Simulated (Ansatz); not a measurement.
Data:

CdSe:
```
CELL_PARAMETERS angstrom
      4.38292     0.00000     0.00000
     -2.19146     3.79572     0.00000
      0.00000     0.00000     7.15369
ATOMIC_POSITIONS crystal
  Cd 0.66667 0.33333 0.00048
  Cd 0.33333 0.66667 0.50048
  Se 0.66667 0.33333 0.62472
  Se 0.33333 0.66667 0.12472
```

This is the PBE-relaxed structure. Cartesian axes are those of the cell as given.

### Question
All from the program Ansatz at the PBE level (PAW), unless another level is named. Give the hole effective mass, band 1 of 2 at the edge.

### Answer
1.6 along x, 1.6 along z (mₑ).

### Question
Give the formation energy from the elements (no fitted shifts).

### Answer
-0.63 eV/atom.

### Question
Next, the weight of the valence-edge state by species (Voronoi cells)?

### Answer
Se 83 %, Cd 17 %.

### Question
What about the valence-band maximum?

### Answer
at Γ.

Space group P6_3mc (wurtzite). The cell was relaxed with PBE under the symmetry of its start. The references are the lowest solids computed at this level, not always the standard phases. Scalar-relativistic: spin–orbit coupling is off unless named, which matters more the heavier the elements.

Potentials: the later of the program's two PAW sets.

Edges and masses are those of Kohn–Sham bands, whose gap is no quasiparticle gap.
